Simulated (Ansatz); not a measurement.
O: frozen-core PAW against all-electron methods

```yaml
crystal:
  lattice:
    - [1.39488, 0.80534, 3.40830]
    - [-1.39488, 0.80534, 3.40830]
    - [0.00000, -1.61067, 3.40830]
  atoms:
    - { symbol: O, position: [0.05770, 0.05770, 0.05770] }
    - { symbol: O, position: [0.94230, 0.94230, 0.94230] }
```

Atoms are numbered in the order listed.

The cell comes from COD entry 2106431, which wasn't checked; take it as a given geometry. The listed cell was then made from it by scaling, straining or moving an atom.

Solid oxygen carries moments on its molecules; these runs leave spin out.

Levels of theory: DFT, PBEsol, PAW with Ansatz's default frozen-core files, scalar-relativistic (Ansatz 0.2.0); DFT, PBEsol, all-electron LAPW, scalar-relativistic (Ansatz 0.2.0).

For PAW: a Γ-centred 10×10×10 k mesh, Fermi–Dirac smearing of 0.02 eV, cutoff 420 eV, no spin polarisation; the PAW files were made with PBE, and the program remakes their frozen cores for this functional. LAPW targets a basis error of 0.5 meV/atom. The Ansatz runs share mesh, smearing and spin set-up. Plane-wave (PAW) pressures include the program's estimate of the Pulay term.

Stress and pressure are positive in compression.

The change that made this cell: equal xx and yy strain of -2 %.

PAW results:

```tsv
quantity	PAW
pressure (GPa)	1.77
stress xx (GPa)	-8.76
stress zz (GPa)	22.82
force on O1, z (eV/Å)	2.046
```

Q: What does all-electron LAPW give for the same quantities?

A: 
```csv
quantity,LAPW
pressure (GPa),2.15
stress xx (GPa),-8.77
stress zz (GPa),23.99
"force on O1, z (eV/Å)",2.200
```
